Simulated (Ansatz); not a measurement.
# Two-dimensional strain map in Ag

Level of theory: DFT PBEsol, scalar-relativistic, plane waves, PAW (Ansatz 0.2.0). Settings: plane waves to 420 eV, k-mesh 20×20×20 (Γ-centred), Gaussian smearing 0.15 eV. No spin polarisation. Energies are free energies at this smearing, counted from the undisturbed cell; pressure is positive in compression.

The undisturbed cell (as given, not relaxed at this level; it stands at -2.6 GPa):

```
CELL_PARAMETERS angstrom
0.00000 2.04310 2.04310
2.04310 0.00000 2.04310
2.04310 2.04310 0.00000
ATOMIC_POSITIONS crystal
Ag 0.00000 0.00000 0.00000
```

The cell is strained by p along both x and y and by q along z, fractional coordinates fixed. Points are written (p, q).

Energy above the undisturbed cell in meV/atom (a dash: not computed):

| p \ q | -0.030 | -0.015 | 0.000 | 0.015 | 0.030 |
| --- | --- | --- | --- | --- | --- |
| -0.030 | 27.7 | 15.3 | 7.4 | 3.5 | 3.2 |
| -0.015 | 6.0 | -0.3 | -2.7 | -1.5 | 2.9 |
| 0.000 | -1.7 | -2.6 | 0.0 | 5.7 | 14.3 |
| 0.015 | 2.4 | 6.4 | 13.4 | 23.2 | 35.4 |
| 0.030 | 16.6 | 24.9 | 35.9 | 49.2 | 64.7 |

Pressure in GPa:

| p \ q | -0.030 | -0.015 | 0.000 | 0.015 | 0.030 |
| --- | --- | --- | --- | --- | --- |
| -0.030 | 9.8 | 7.3 | 5.0 | 2.9 | 1.1 |
| -0.015 | 4.9 | 2.8 | 0.8 | -0.9 | -2.5 |
| 0.000 | 0.9 | -1.0 | -2.6 | -4.1 | -5.4 |
| 0.015 | -2.5 | -4.1 | -5.5 | -6.7 | -7.8 |
| 0.030 | -5.3 | -6.6 | -7.8 | -8.8 | -9.7 |